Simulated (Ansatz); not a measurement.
Starting cell, SiC (wurtzite):

```yaml
crystal:
  lattice:
    - [6.18391, 0.00000, 0.00000]
    - [-1.54598, 2.67771, 0.00000]
    - [0.00000, 0.00000, 5.07427]
  atoms:
    - { symbol: Si, position: [0.33333, 0.33333, 0.00052] }
    - { symbol: Si, position: [0.83333, 0.33333, 0.00052] }
    - { symbol: Si, position: [0.16667, 0.66667, 0.50052] }
    - { symbol: Si, position: [0.66667, 0.66667, 0.50052] }
    - { symbol: C, position: [0.33333, 0.33333, 0.62468] }
    - { symbol: C, position: [0.83333, 0.33333, 0.62468] }
    - { symbol: C, position: [0.16667, 0.66667, 0.12468] }
    - { symbol: C, position: [0.66667, 0.66667, 0.12468] }
```

A phonon eigenvector at M = (0.5, 0.0, 0.0) is frozen into this cell: atom i moves by Q times the vector below, so Q is the largest atomic displacement, in Å. The cell is held. (q is in reciprocal vectors of the primitive cell; the cell shown is doubled to hold the pattern.)

```json
[
 {"atom": "Si1", "x": "0.171", "y": "0.099", "z": "0.059"},
 {"atom": "Si2", "x": "-0.171", "y": "-0.099", "z": "-0.059"},
 {"atom": "Si3", "x": "0.171", "y": "0.099", "z": "-0.059"},
 {"atom": "Si4", "x": "-0.171", "y": "-0.099", "z": "0.059"},
 {"atom": "C5", "x": "-0.291", "y": "-0.168", "z": "-0.942"},
 {"atom": "C6", "x": "0.291", "y": "0.168", "z": "0.942"},
 {"atom": "C7", "x": "-0.291", "y": "-0.168", "z": "0.942"},
 {"atom": "C8", "x": "0.291", "y": "0.168", "z": "-0.942"}
]
```

Calculation: PBE (plane waves to 420 eV, PAW, scalar-relativistic; Ansatz, a first-principles code). k mesh 6×12×7 (Γ-centred), Fermi-Dirac smearing 0.05 eV. SiC was relaxed with its symmetry unable to fall.

At one point of the scan the forces (eV/Å) are:

| atom | Fx | Fy | Fz |
|---|---|---|---|
| Si1 | 1.549 | 0.894 | 1.417 |
| Si2 | -1.408 | -0.813 | -0.021 |
| Si3 | 1.408 | 0.813 | -0.021 |
| Si4 | -1.549 | -0.894 | 1.417 |
| C5 | -0.806 | -0.465 | -4.448 |
| C6 | 1.344 | 0.776 | 3.052 |
| C7 | -1.344 | -0.776 | 3.052 |
| C8 | 0.806 | 0.465 | -4.448 |

Question: Which point is it?
A) Q = -0.090 Å
B) Q = -0.150 Å
C) Q = -0.060 Å
D) Q = -0.120 Å

Answer: B, Q = -0.150 Å

(For displaced atoms, the force is minus the slope of the energy, and its curvature is a force constant, which sets phonon frequencies.)
